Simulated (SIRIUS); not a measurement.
# One base run on ZnSe (F-43m, 2 atoms in the cell; from Materials Project mp-1190, lattice scaled a little) and variants with one or two settings moved

```
ZnSe
1.0
    0.00000     2.81857     2.81857
    2.81857     0.00000     2.81857
    2.81857     2.81857     0.00000
Zn Se
1 1
Direct
  0.00000   0.00000   0.00000
  0.75000   0.75000   0.75000
```

Base run A: PBE, SSSP 1.1.2 efficiency PBE pseudopotentials run with SIRIUS, self-consistent single point.

Its settings: parameters.ngridk = 8 8 8; parameters.xc_functionals = [XC_GGA_X_PBE, XC_GGA_C_PBE]; parameters.gk_cutoff = 8.062 1/bohr; parameters.pw_cutoff = 25.496 1/bohr; parameters.smearing = gaussian; parameters.smearing_width = 0.000734986 Ha; potentials = SSSP 1.1.2 efficiency PBE pseudopotentials; parameters.electronic_structure_method = pseudopotential; parameters.num_bands = 17; parameters.num_mag_dims = 0; parameters.num_dft_iter = 100; parameters.energy_tol = 1e-07 Ha; parameters.density_tol = 1e-06; mixer.type = anderson; mixer.beta = 0.3; mixer.use_hartree = false.

The structure comes from a collection of computed structures, made at another level of theory; the collection holds predicted forms beside known ones. Its lattice was then scaled.

ΔF is the free energy per atom less that of run A. 

Run A gave: pressure (GPa) 3.23; largest force (eV/Å) 0.000; k-points 29; valence electrons 26.

Runs:
- B: 2 x 2 x 1 supercell at the zone centre alone; parameters.ngridk: 8 8 8 → 1 1 1; parameters.num_bands: 17 → 62
- C: 2 x 2 x 2 supercell at the zone centre alone; parameters.ngridk: 8 8 8 → 1 1 1; parameters.num_bands: 17 → 125

**Question.** What does run C change against A?

**Answer.** The free energy rises by 749 meV/atom and the pressure goes from 3.23 to 9.28 GPa.

**Question.** What does run B change against A?

**Answer.** The free energy goes up by 1.72 eV/atom, the pressure goes from 3.23 to 16.54 GPa and the largest force goes from 0.000 to 1.032 eV/Å.

```csv
run,ΔF (meV/atom),pressure (GPa),largest force (eV/Å),k-points,valence electrons
A,0.00,3.23,0.000,29,26
B,1721.3,16.54,1.032,1,104
C,749.2,9.28,0.000,1,208
```
